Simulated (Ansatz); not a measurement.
Nb: energy along a strain

Nb, Fm-3m, a = 4.230 Å (as given, not relaxed at this level: -2.0 GPa). This isn't the element's structure at ambient conditions. Ansatz: r2SCAN, PAW, 500 eV, Γ-centred 20×20×20 mesh on 1 atom, Gaussian smearing 0.15 eV; no spin polarisation. Cell vectors (Å): 0.000 2.115 2.115; 2.115 0.000 2.115; 2.115 2.115 0.000. The cell is strained by x per cent times the pattern (0 0 1 0 0 0) in the order xx yy zz yz xz xy (engineering shears), with fractional coordinates held. y is the free energy over the start, V0 = 18.922 Å³/atom.

| x (%) | y (meV/atom) |
| --- | --- |
| -2.00 | ? |
| -1.50 | -4.06 |
| -1.00 | -2.59 |
| -0.50 | -1.24 |
| 0.00 | 0.00 |
| 0.50 | 1.16 |
| 1.00 | 2.27 |
| 1.50 | 3.39 |
| 1.75 | 3.95 |
| 2.00 | 4.54 |

**Question.** Fit y = c1 x + c2 x² + c3 x³ to the other rows, get the stiffness along the pattern, and predict the missing energy.

**Answer.** Least squares on the rows shown. y = 2.381 x − 0.1503 x² + 0.04660 x³. The clamped-ion stiffness p·C·p = 2 × -1.503 eV × 160.2 / 18.922 Å³ = -25 GPa, which is C33 in these axes (C11 of the cubic crystal) (second derivative at the start, which stands under stress). The pressures of the same runs give B = −dP/dε = 161 GPa; in a cubic crystal a longitudinal stiffness under B means a negative shear constant, so this lattice is unstable. With a term in x⁴ added, the coefficient of x² becomes -0.1623, 8 % more, which shows how far this figure hangs on the form. At x = -2.00 the fit asked for gives -5.74 meV/atom. The run gave -5.66 meV/atom, so the fit is 0.08 meV/atom too low, a small miss on the scale of the series.